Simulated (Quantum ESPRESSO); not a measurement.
# Strain and stress in Si6AsAl

These are calculations, not measurements. They come from pw.x of Quantum ESPRESSO 7.5, a plane-wave density functional program, with PseudoDojo standard norm-conserving files (v0.5 for PBE, v0.4.1 for LDA and PBEsol). The cells are made up: elements, strain and atom displacements were drawn at random, and nothing was relaxed. There is no spin polarisation, spin-orbit coupling or dispersion term.

The cell has 8 sites of a zincblende or diamond lattice. Sites 1 to 4 hold Si Si As Al; sites 5 to 8 hold Si Si Si Si. Cell vectors in Å: (5.498, -0.070, -0.041); (-0.070, 5.394, -0.014); (-0.041, -0.014, 5.364). Settings: PBE, cutoff 1143 eV, 6 x 6 x 6 k mesh shifted by half a step, Fermi-Dirac smearing of 0.1 eV.

Each run adds a shear xy (given as the tensor component) to one cell, with the atoms carried along; the vectors above are those of run 5. Stress is positive in tension and P is minus a third of its trace. E is the free energy for each atom above the lowest run shown.

| run | strain (%) | s_xx (GPa) | s_yy (GPa) | s_zz (GPa) | s_xy (GPa) | P (GPa) | E (meV/atom) |
| --- | --- | --- | --- | --- | --- | --- | --- |
| 1 | -2.06 | -8.55 | -9.52 | -9.98 | -6.94 | 9.35 | 28.58 |
| 3 | -1.35 | -8.36 | -9.34 | -9.80 | -5.46 | 9.17 | 17.40 |
| 4 | -0.81 | -8.25 | -9.24 | -9.69 | -4.33 | 9.06 | 10.68 |
| 5 | -0.01 | -8.15 | -9.15 | -9.58 | -2.66 | 8.96 | 3.70 |
| 6 | 0.28 | -8.14 | -9.13 | -9.55 | -2.06 | 8.94 | 1.95 |
| 7 | 1.59 | -8.17 | -9.15 | -9.50 | 0.69 | 8.94 | 0.00 |
| 2 | -1.59 | ? | ? | ? | ? | ? | ? |

A rerun of one of these cells at 1437 eV and k mesh 8 x 8 x 8 moved values by no more than 0.002 eV in the cell's energy, 0.02 GPa in stress and 0.004 eV/Å in force.

## Worked fit

A parabola through the six runs shown gives s_xy = -2.64 + 2.09 e + 0.002 e² GPa, with e in per cent and a scatter of 0.01 GPa. The slope is a stiffness of 209 ± 1 GPa for each unit of this strain at e = 0, twice a shear constant under the stress shown, since the tensor component is half the shear angle. The atoms are clamped, and relaxing them would in general lower it. The error is the larger of the fit's own and the change that a cubic makes, rounded up.

## Withheld run

Question: what s_xy should run 2 give?

The fit gives -5.96 GPa. The calculation gave -5.96 GPa.

| run | strain (%) | s_xx (GPa) | s_yy (GPa) | s_zz (GPa) | s_xy (GPa) | P (GPa) | E (meV/atom) |
| --- | --- | --- | --- | --- | --- | --- | --- |
| 2 | -1.59 | -8.42 | -9.40 | -9.86 | -5.96 | 9.22 | 20.86 |